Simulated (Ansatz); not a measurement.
Relaxed Ru (hcp, Mg type):

```xyz
4
Lattice="5.4443 0.0000 0.0000 -1.3611 2.3575 0.0000 0.0000 0.0000 4.2908" Properties=species:S:1:pos:R:3 pbc="T T T"
Ru     0.0000     1.5716     3.2181
Ru     2.7222     1.5716     3.2181
Ru     1.3611     0.7858     1.0727
Ru     4.0832     0.7858     1.0727
```

A phonon eigenvector at M = (0.5, 0.0, 0.0) is frozen into this cell: atom i moves by Q times the vector below, so Q is the largest atomic displacement, in Å. The cell is held. (q is in reciprocal vectors of the primitive cell; the cell shown is doubled to hold the pattern.)

```
atom      x      y       z
----  -----  -----  ------
Ru1   0.000  0.000  -1.000
Ru2   0.000  0.000   1.000
Ru3   0.000  0.000  -1.000
Ru4   0.000  0.000   1.000
```

Method: PBE (plane waves to 420 eV, PAW, scalar-relativistic; Ansatz, an electronic-structure program). k mesh 10×20×11 (Γ-centred), Fermi-Dirac smearing 0.05 eV. The energy includes the smearing's −TS. With partly filled bands, energies and forces of such displacements shift with the k mesh and the smearing. Ru is run without spin polarisation. Ru was relaxed with its symmetry unable to fall. The zero of ΔE is the undisplaced structure. The last digit holds for this mesh only.

| Q (Å) | ΔE (meV/cell) |
|---|---|
| -0.1000 | 224.5 |
| -0.0833 | 154.2 |
| -0.0667 | 97.8 |
| -0.0500 | 54.5 |
| -0.0333 | withheld |
| -0.0167 | 6.0 |
| 0.0000 | 0.0 |
| 0.0167 | 6.0 |
| 0.0333 | withheld |
| 0.0500 | 54.5 |
| 0.0667 | 97.8 |
| 0.0833 | 154.2 |
| 0.1000 | 224.5 |

Task: Fit an even polynomial form (powers 2, 4) to the given rows and predict ΔE at Q = 0.0333.

Result: Least squares on the 11 given rows: ΔE = (21630)·Q² + (82840)·Q⁴, in meV/cell with Q in Å; root-mean-square residual 0.08 meV/cell. At 0.0333 the fit gives 24.1 meV/cell; the calculation gives 24.1 meV/cell, the same to the digits shown. The quadratic term alone would give 24.0 meV/cell.

(For displaced atoms, the force is minus the slope of the energy, and its curvature is a force constant, which sets phonon frequencies.)
